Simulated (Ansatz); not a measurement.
This run works on a generated trial structure, not on a known crystal.

Input and command of a plane-wave DFT calculation in Ansatz:

```yaml
crystal:
  lattice:
    - [0.0, 5.6703764892, 3.9493577392]
    - [4.8918152845, 0.0, 3.9493577392]
    - [4.8918152845, 5.6703764892, 0.0]
  atoms:
    - { symbol: Cs, position: [0.0857118743, 0.0857118743, 0.9142881257] }
    - { symbol: Si, position: [0.5999412233, 0.5714825254, 0.1839663954] }
    - { symbol: Si, position: [0.5714825254, 0.5999412233, 0.644609856] }
    - { symbol: Si, position: [0.355390144, 0.8160336046, 0.4285174746] }
    - { symbol: Si, position: [0.8160336046, 0.355390144, 0.4000587767] }
    - { symbol: Sb, position: [0.8357118743, 0.8357118743, 0.6642881257] }
    - { symbol: Sb, position: [0.3357118743, 0.3357118743, 0.1642881257] }
basis:
  ecutwfc: 420
kpoints:
  mp_grid: { grid: [6, 6, 6] }
hamiltonian:
  xc: pbe
scf:
  occupations: { method: gaussian, width: 0.1 }
output:
  forces: true
  stress: true
  eigenvalues: true
relax:
  adjacent_minimum: "off"
  f_tol: 0.01
  max_steps: 30
  cell: { stress_tol: 0.1, fix: [volume] }
```

```bash
ansatz run input.yaml --threads 1 --pin off --max-ram 2560MiB --backend cpu --events-out ev --progress --plain --runs-dir out
```

Processor: Arm Neoverse V2, 1 thread, on a host shared with other jobs.

Problem. How long does it run, and how much memory does it take?

Solution. About 82 s, peak memory 0.64 GiB. It solves 35 bands at 46 k points (after reduction by symmetry) with about 4327 plane waves, in 24 SCF iterations over 4 ionic steps.
